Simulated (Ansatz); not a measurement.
Ansatz (an electronic-structure program) input:

Ansatz 0.2 input:
```yaml
crystal:
  lattice:
    - [3.1153933274, 0.0, 0.0]
    - [-1.5576966637, 2.6980097643, 0.0]
    - [0.0, 0.0, 4.7979022146]
  atoms:
    - { symbol: Nb, position: [0.6666666667, 0.3333333333, 0.2541573601] }
    - { symbol: Nb, position: [0.3333333333, 0.6666666667, 0.7458426399] }
    - { symbol: N, position: [0.0, 0.0, 0.5] }
kpoints:
  mp_grid: { grid: [11, 11, 6] }
  band_path:
    path:
      - [[0.0, 0.0, 0.0], [0.5, 0.0, 0.0], [0.3333333333, 0.3333333333, 0.0], [0.0, 0.0, 0.0], [0.0, 0.0, 0.5], [0.5, 0.0, 0.5], [0.3333333333, 0.3333333333, 0.5], [0.0, 0.0, 0.5]]  # Γ-M-K-Γ-A-L-H-A
      - [[0.5, 0.0, 0.5], [0.5, 0.0, 0.0]]  # L-M
      - [[0.3333333333, 0.3333333333, 0.5], [0.3333333333, 0.3333333333, 0.0]]  # H-K
    npoints: 8
basis: { xc_grid: 2 }
hamiltonian:
  xc: pbesol
  pseudopotentials: { kind: paw }
magnetization: { noncollinear: true, spin_orbit: true }
scf:
  n_extra_bands: 13
  convergence: { dr2_threshold: 0.0000000001 }
  occupations: { method: gaussian, width: 0.05 }
output: { eigenvalues: true }
```

Output (shortened):

```
Pseudopotential: Nb, paw_fr, valence charge 13
Pseudopotential: N, paw_fr, valence charge 5
Functional definition: PBEsol
non-collinear run that drives no moment, with spin-orbit …
Crystal: 3 atoms, lattice volume = 40.328 Å³
Basis set: ecut = 420 eV, 785 PW (Γ), exchange–correlation on 48×48×72 points (8 copies of the dense FFT grid, shifted against one another)
Bands: 44, of which v1, the nominal top of the filled ones, is band 31 counted from 1 (30 counted from 0)
Symmetry: 12 space group operations + 12 with time reversal
k-points: 84 of 726
Projection manifold: j_resolved (fully-relativistic pseudo-atomic orbitals)
SCF iter   1: F=—  HF=-9375.391184 eV  |F-HF|=—  |Δ(HF+E_count)|=         —  Δρ=7.78e-2  dr2=3.71e0  dr2_m=0.00e0 (ungated)  ethr=3.10e-3  |M|=0.00e0 ∫|m|=0.00e0 μB  |m|>n=0.0e0 m-floor=0.0e0 τ_xc=0.0e0  β_m=0.30  ⟨swp⟩=5.8  Hψ=8734  notcnv=0  defer=22
preconditioner: auto → none
SCF iter   2: F=—  HF=-9374.850179 eV  |F-HF|=—  |Δ(HF+E_count)|=   5.41e-1  Δρ=5.74e-2  dr2=2.11e0  dr2_m=0.00e0 (ungated)  ethr=3.10e-3  |M|=0.00e0 ∫|m|=0.00e0 μB  |m|>n=0.0e0 m-floor=0.0e0 τ_xc=0.0e0  β_m=0.65  ⟨swp⟩=2.1  Hψ=2513  notcnv=0  defer=572
SCF iter   3: F=—  HF=-9374.724268 eV  |F-HF|=—  |Δ(HF+E_count)|=   1.26e-1  Δρ=5.86e-2  dr2=2.61e0  dr2_m=0.00e0 (ungated)  ethr=3.10e-3  |M|=0.00e0 ∫|m|=0.00e0 μB  |m|>n=0.0e0 m-floor=0.0e0 τ_xc=0.0e0  β_m=0.45  ⟨swp⟩=3.1  Hψ=3333  notcnv=0  defer=572
SCF iter   4: F=—  HF=-9374.172366 eV  |F-HF|=—  |Δ(HF+E_count)|=   5.52e-1  Δρ=6.11e-3  dr2=8.36e-3  dr2_m=0.00e0 (ungated)  ethr=3.10e-3  |M|=0.00e0 ∫|m|=0.00e0 μB  |m|>n=0.0e0 m-floor=0.0e0 τ_xc=0.0e0  β_m=0.58  ⟨swp⟩=2.9  Hψ=3166  notcnv=0  defer=594
SCF iter   5: F=—  HF=-9374.174763 eV  |F-HF|=—  |Δ(HF+E_count)|=   2.40e-3  Δρ=1.08e-3  dr2=2.71e-4  dr2_m=0.00e0 (ungated)  ethr=2.70e-5  |M|=0.00e0 ∫|m|=0.00e0 μB  |m|>n=0.0e0 m-floor=0.0e0 τ_xc=0.0e0  β_m=0.60  ⟨swp⟩=2.7  Hψ=3324  notcnv=0  defer=566
SCF iter   6: F=—  HF=-9374.174941 eV  |F-HF|=—  |Δ(HF+E_count)|=   1.79e-4  Δρ=1.71e-4  dr2=7.48e-6  dr2_m=0.00e0 (ungated)  ethr=8.75e-7  |M|=0.00e0 ∫|m|=0.00e0 μB  |m|>n=0.0e0 m-floor=0.0e0 τ_xc=0.0e0  β_m=0.64  ⟨swp⟩=2.4  Hψ=2564  notcnv=0  defer=566
SCF iter   7: F=—  HF=-9374.174950 eV  |F-HF|=—  |Δ(HF+E_count)|=   8.40e-6  Δρ=5.86e-5  dr2=1.40e-6  dr2_m=0.00e0 (ungated)  ethr=2.41e-8  |M|=0.00e0 ∫|m|=0.00e0 μB  |m|>n=0.0e0 m-floor=0.0e0 τ_xc=0.0e0  β_m=0.62  ⟨swp⟩=2.0  Hψ=2777  notcnv=0  defer=566
SCF iter   8: F=—  HF=-9374.174950 eV  |F-HF|=—  |Δ(HF+E_count)|=   2.91e-7  Δρ=1.02e-5  dr2=8.98e-9  dr2_m=0.00e0 (ungated)  ethr=4.52e-9  |M|=0.00e0 ∫|m|=0.00e0 μB  |m|>n=0.0e0 m-floor=0.0e0 τ_xc=0.0e0  β_m=0.71  ⟨swp⟩=2.1  Hψ=2280  notcnv=0  defer=566
SCF iter  10: F=-9374.174950 eV  HF=-9374.174950 eV  |F-HF|=1.09e-11  |Δ(HF+E_count)|=  5.46e-12  Δρ=1.80e-7  dr2=1.40e-11  dr2_m=0.00e0 (ungated)  ethr=1.00e-12  |M|=0.00e0 ∫|m|=0.00e0 μB  |m|>n=0.0e0 m-floor=0.0e0 τ_xc=0.0e0  ⟨swp⟩=8.2  Hψ=6199  notcnv=0
SCF 1 converged in 10 iterations: F = -9374.174950 eV  dr2 = 1.40e-11
NSCF: frozen V_eff on 75 k-points
SCF converged after 10 iterations
Magnetization: |M| = 0.0000 μB,  M = (+0.0000, +0.0000, +0.0000) μB
Absolute magnetization: 0.0000 μB (∫|m|)
  site 0: m = (+0.0000, +0.0000, +0.0000) μB, |m| = 0.0000 μB  (R = 0.89 Å)
  site 1: m = (+0.0000, +0.0000, +0.0000) μB, |m| = 0.0000 μB  (R = 0.89 Å)
  site 2: m = (+0.0000, +0.0000, +0.0000) μB, |m| = 0.0000 μB  (R = 0.89 Å)
Free energy (F): -9374.174950 eV
Harris-Foulkes:  -9374.174950 eV  (|F-HF|=1.09e-11)
Internal energy: -9374.174353 eV  (E = F + TS)
E sigma→0 (E₀):  -9374.174652 eV
Entropy (-TS):   -0.000597 eV (-0.199 meV/atom)
Fermi energy:    18.541330 eV
--- Per-component energies (eV) ---
  E_band       = -106.941134
  E_kinetic    = 921.845902
  E_local      = -1561.518237  (includes V_loc(G=0)·N_el)
  E_nonlocal   = 285.549385
  E_hartree    = 492.823282
  E_xc         = -409.908117
  E_vxc        = -502.950040  (∫ρ·V_xc dr)
  E_paw        = -6158.788560  (= ΣΔE_a)
  E_vpaw       = -235.514882  (= ΣTr[D̂ρ^β])
  E_aug_tail   = 0.000107  (compensation charges beyond the density's cutoff)
  E_ewald      = -2944.585430
  E_core_change = 0.407314  (= ΣΔE_core)
  E_smearing   = -0.000597  (= −TS)
  E_closure    =  0.000000  (closes the sum)
  Σ components = -9374.174950   (vs F -9374.174950, Δ=0.00e0)
  [band-id]    e_kinetic+e_local+e_nonlocal+2·e_hartree+e_vxc+e_vpaw+e_augmentation_tail = -106.941201   (vs E_band -106.941134, Δ=-6.69e-5)
--- Band table (eV; the first three rows and the last of 84) ---
  k-point 0: bands = ["-36.7988", "-36.7988", "-36.5979", "-36.5979", "-14.4366", "-14.4366", "-13.8824", "-13.8824", "-12.5046", "-12.5046", "-11.9311", "-11.9311", "-11.7650", "-11.7650", "-11.6413", "-11.6413", "2.2069", "2.2069", "11.0045", "11.0045", …
  k-point 1: bands = ["-36.7863", "-36.7863", "-36.6108", "-36.6108", "-14.3955", "-14.3955", "-13.9117", "-13.9117", "-12.4625", "-12.4625", "-11.9201", "-11.9201", "-11.7761", "-11.7761", "-11.7083", "-11.7083", "2.2505", "2.2505", "10.9475", "10.9475", …
  k-point 2: bands = ["-36.7530", "-36.7530", "-36.6451", "-36.6451", "-14.2901", "-14.2901", "-13.9931", "-13.9931", "-12.3444", "-12.3444", "-11.8903", "-11.8903", "-11.8764", "-11.8764", "-11.8062", "-11.8062", "2.3383", "2.3383", "10.8357", "10.8357", …
  k-point 83: bands = ["-36.6054", "-36.6054", "-36.6009", "-36.6009", "-14.4171", "-14.4171", "-14.3961", "-14.3961", "-12.6068", "-12.6068", "-12.4321", "-12.4321", "-12.1056", "-12.1056", "-11.9127", "-11.9127", "2.6616", "2.6616", "11.5931", "11.5931", …
```

Cost: very roughly 40 core-seconds on shared cores.

Space group P-3m1 (anti-CdI2 type). The workflow started from a Materials Project entry (that database holds measured and hypothetical structures alike); the Crystallography Open Database copy checked does not list it. Whether it is the stable phase at ambient conditions was not checked. The PBEsol relaxation kept the symmetry of its start; whether a distortion lowers the energy is not shown. No spin polarisation was allowed.

Potentials: the later of the program's two PAW sets.

Ansatz is a plane-wave DFT program.
